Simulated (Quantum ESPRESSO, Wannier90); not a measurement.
# Tight-binding from DFT: Ta2N (P-31m)

```
begin unit_cell_cart
ang
    5.2965699251    0.0000000000    0.0000000000
   -2.6482849626    4.5869641081    0.0000000000
    0.0000000000    0.0000000000    4.9391800000
end unit_cell_cart
begin atoms_frac
Ta  -0.3336290000 -0.3336290000 -0.2463800000
Ta   0.3336290000  0.3336290000  0.2463800000
Ta   0.3336290000  0.0000000000 -0.2463800000
Ta  -0.3336290000  0.0000000000  0.2463800000
Ta  -0.0000000000  0.3336290000 -0.2463800000
Ta   0.0000000000 -0.3336290000  0.2463800000
N   -0.3333333333  0.3333333333  0.5000000000
N    0.3333333333 -0.3333333333  0.5000000000
N    0.0000000000  0.0000000000  0.0000000000
end atoms_frac
```

Structure: Materials Project mp-1079438, symmetrised, not relaxed again. Not found in the COD (Crystallography Open Database) copy used; not checked further. Method: PBEsol plane waves in Quantum ESPRESSO 7.5 (PseudoDojo norm-conserving files, 68 Ry, no spin polarisation, no spin-orbit coupling), Bloch states on a 4×4×4 mesh through Γ, Wannier90 4.0.1. Density: 12×12×6 mesh, cold smearing 0.01 Ry. Spin-orbit coupling is left out although heavy elements are present.

A tight-binding model is made by disentanglement and projection with no localisation steps (num_iter = 0), so the 39 orbitals stay atom-like: hydrogen-like Ta: d; N: p, axes along x, y, z; frozen window up to 1.50 eV relative to the Fermi level. It follows pw.x to 11 meV rms for states up to 1.0 eV relative to the Fermi level. Matrix elements depend on this choice of orbitals and windows.

**Question.** What are the on-site energies relative to the Fermi level, and how fast do the hoppings decay?

**Answer.** 
```tsv
atom	orbitals	energy (eV)
Ta1	dz2	0.87
Ta1	dxz	0.98
Ta1	dyz	0.63
Ta1	dx2-y2	1.04
Ta1	dxy	0.89
Ta2	dz2	0.87
Ta2	dxz	0.98
Ta2	dyz	0.63
Ta2	dx2-y2	1.04
Ta2	dxy	0.89
Ta3	dz2	0.87
Ta3	dxz	0.45
Ta3	dyz	1.16
Ta3	dx2-y2	0.82
Ta3	dxy	1.11
Ta4	dz2	0.87
Ta4	dxz	0.45
Ta4	dyz	1.16
Ta4	dx2-y2	0.82
Ta4	dxy	1.11
Ta5	dz2	0.87
Ta5	dxz	0.98
Ta5	dyz	0.63
Ta5	dx2-y2	1.04
Ta5	dxy	0.89
Ta6	dz2	0.87
Ta6	dxz	0.98
Ta6	dyz	0.63
Ta6	dx2-y2	1.04
Ta6	dxy	0.89
N7	pz	-4.40
N7	px py	-4.20
N8	pz	-4.40
N8	px py	-4.20
N9	pz	-4.38
N9	px py	-4.33
```

```csv
distance of the centres (Å),largest modulus (eV)
2–3,1.8
3–4,1.3
4–5,0.39
5–6,0.23
6–7,0.12
7–8,0.060
8–9,0.038
```
